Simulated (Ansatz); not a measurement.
**SnSe₂: opening a crack plane**

SnSe₂, P-3m1, a = 3.839 Å, c = 6.012 Å. Ansatz: PBE+D3(BJ), PAW, 420 eV, Γ-centred 10×10×3 mesh on 6 atoms, Gaussian smearing 0.03 eV; no spin polarisation. One cut on (001) per cell of 6 atoms is opened rigidly by x, between planes of Se and Se that stand 2.82 Å apart; y is the energy per area (12.764 Å², 1 eV/Å² = 16.02 J/m²).

```
x (Å) y (J/m²)
 0.00     0.000
 0.25     0.013
 0.50     0.043
 0.75     0.080
 1.00         ?
 1.50     0.187
 2.00     0.238
 3.00     0.299
 4.50     0.337
 6.00     0.353
```

**Question.** Fit the universal binding curve y = W[1 − (1 + x/l) e^(−x/l)] to the other rows, give the peak stress, and predict the missing value.

**Answer.** Least squares gives W = 0.350 J/m² and l = 0.849 Å. The stress dy/dx peaks at x = l with W/(e l) = 1.5 GPa, for rigid faces. The last row already stands above W and still climbs, so W understates the work of separation. At x = 1.00: x/l = 1.178, y = 0.115 J/m². The run gave 0.119 J/m², so the fit is 0.004 J/m² too low, within twice the rms miss on the fitted rows (0.003 J/m²).

Cost: 12 runs of about 5.3 core-minutes in all, on Intel Xeon Platinum 8259CL (Skylake/Cascade Lake) (shared hosts).